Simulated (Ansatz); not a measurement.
Zr (bcc (W type), Im-3m) at seven volumes, r²SCAN in the plane-wave PAW code Ansatz, scaled uniformly. One row is withheld.

```
V (Å³/atom)  P (GPa)
-----------  -------
20.907          9.40
21.596          5.94
22.285             ?
22.974          0.00
23.663         -2.52
24.353         -4.77
25.042         -6.76
```

Question: Fit the shown pressures and predict the withheld one.

Answer: Third-order Birch–Murnaghan: P = (3/2)B₀(x^(7/2) − x^(5/2))[1 + (3/4)(B′ − 4)(x − 1)] with x = (V₀/V)^(2/3). Least squares on the six rows gives V₀ = 22.974 Å³/atom, B₀ = 88.38 GPa, B′ = 2.67. At V = 22.285, x = 1.0205 and P = 2.80 GPa. The run itself gave 2.82 GPa.

This is a known high-temperature phase of the composition, computed here at zero pressure and temperature. The r²SCAN relaxation kept the symmetry of its start. At this level the phase is mechanically unstable. The run is not spin-polarised.

Potentials: the earlier of the program's two PAW sets.
